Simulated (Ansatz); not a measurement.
A generated cell, not matched to a known phase here, of La$_{2}$Se$_{3}$: P-3m1 (No. 164), hP5; a = b = 4.833 Å, c = 7.519 Å, α = β = 90.00°, γ = 120.00°; La 2d (0.333, 0.667, 0.238); Se 1a (0.000, 0.000, 0.000); Se 2d (0.667, 0.333, 0.354). All values below come from r2SCAN (plane waves to 500 eV, PAW, scalar-relativistic; Ansatz, a quantum-chemistry and plane-wave program). Element references, the lowest calculated here: Se (P3₁21), La (Pbcm, non-magnetic, not the ambient form).

Total energies (eV/atom, σ → 0; comparable only within this code, potentials and settings):

```csv
phase,E (eV/atom)
La2Se3 (P-3m1),-5795.097
Se (P3₁21),-5478.140
La (Pbcm),-6264.872
```

What is the formation energy of this P-3m1 form of La2Se3 from the elements?

E_f = -5795.097 − [2 × (-6264.872) + 3 × (-5478.140)] / 5 = -2.26 eV/atom (-11.3 eV per formula unit).

A lower structure of this composition may exist.

Static energies, no anion corrections, no zero-point energy. Values are rounded to 0.01 eV/atom. Not shown to be the ambient phase of their composition (a lower form may be missing, and a cell relaxed within its start's symmetry can be a saddle point): La2Se3 (P-3m1). The compounds carry no spin polarisation.
